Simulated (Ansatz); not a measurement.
Consider the following.

MoW:
```xyz
4
Lattice="1.2929 -5.3061 0.0000 1.2929 5.3061 0.0000 0.0000 0.0000 4.6880" Properties=species:S:1:pos:R:3 pbc="T T T"
W      1.2929    -1.9027     1.1720
Mo     1.2929    -4.5749     1.1720
W      1.2929     1.9027     3.5160
Mo     1.2929     4.5749     3.5160
```

This is the r²SCAN-relaxed structure.

**Question.** All from DFT-r²SCAN in the program Ansatz with PAW potentials, unless another level is named. Estimate the density of states at the Fermi level.

**Answer.** 0.83 states/eV per atom (mean over ±0.08 eV).

**Question.** Predict the formation energy from the elements (no fitted shifts).

**Answer.** 0.46 eV/atom.

Space group Cmcm. The start of the workflow was typed in or built on a structure type; neither database checked (COD, Materials Project) lists it. Its standing as an ambient phase is unchecked. The cell was relaxed with r²SCAN under the symmetry of its start; whether a distortion lowers the energy is not shown. The run is not spin-polarised. Its formation energy is positive at this level, so the cell may be metastable or incomplete. The references are the lowest solids computed at this level, not always the standard phases. Scalar-relativistic: spin–orbit coupling is off unless named, which matters more the heavier the elements.

Potentials: the earlier of the program's two PAW sets.
